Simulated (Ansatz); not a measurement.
**Relaxing a structure of Cu2Te**

The relaxed structure here is a generated cell of Cu2Te: the first start was made by placing the elements on the sites of a structure type, and the end was not matched to a known phase here, so it may be hypothetical.

The start is a generated cell, Cu2Te built in the AFLOW prototype A2B_oC12_36_2a_a (C24, as in HgBr2). Cell shape, volume and atoms are optimised at zero target pressure with r2SCAN (plane waves to 500 eV, PAW, scalar-relativistic; Ansatz, a first-principles code). The first steps use a coarse 7×7×2 k-mesh.

Input geometry:
```yaml
crystal:
  lattice:
    - [2.06233, -3.02794, 0.00000]
    - [2.06233, 3.02794, 0.00000]
    - [0.00000, 0.00000, 11.10110]
  atoms:
    - { symbol: Cu, position: [0.66700, 0.33300, 0.50000] }
    - { symbol: Cu, position: [0.33300, 0.66700, 0.00000] }
    - { symbol: Cu, position: [0.93900, 0.06100, 0.63400] }
    - { symbol: Cu, position: [0.06100, 0.93900, 0.13400] }
    - { symbol: Te, position: [0.60500, 0.39500, 0.86600] }
    - { symbol: Te, position: [0.39500, 0.60500, 0.36600] }
```

```json
{
 "outcome": "The space group goes from Cmc2₁ (No. 36) to P6₃mc (No. 186), with 6 atoms in the primitive cell",
 "volume_change": "-14.3 %, from 23.11 to 19.80 Å³/atom",
 "band_gap_at_the_end": "no gap on the sampled points, where the bands overlap only slightly; such a result is sensitive to mesh and level",
 "optimiser_moves": "27"
}
```

Final structure:

```cif
data_Cu4Te2
_chemical_formula_sum 'Cu4 Te2'
_space_group_name_H-M_alt 'P63mc'
_space_group_IT_number 186
_space_group_name_Hall 'P 6c -2c'
_cell_length_a 4.32464
_cell_length_b 4.32464
_cell_length_c 7.33372
_cell_angle_alpha 90.000
_cell_angle_beta 90.000
_cell_angle_gamma 120.000
loop_
_atom_site_label
_atom_site_type_symbol
_atom_site_symmetry_multiplicity
_atom_site_Wyckoff_symbol
_atom_site_fract_x
_atom_site_fract_y
_atom_site_fract_z
_atom_site_occupancy
Cu1 Cu 2 b 0.66667 0.33333 0.42957 1
Cu2 Cu 2 a 0.00000 0.00000 0.48987 1
Te1 Te 2 b 0.66667 0.33333 0.08056 1
```

Final values are on a 9×9×5 k-mesh of the relaxed cell. No spin polarisation in the result. Without spin-orbit coupling the bands of the heavy element are not split, so the gap can be far off.

The run could not lose the symmetry of its start: the end is stationary, and may be a saddle point rather than a minimum.
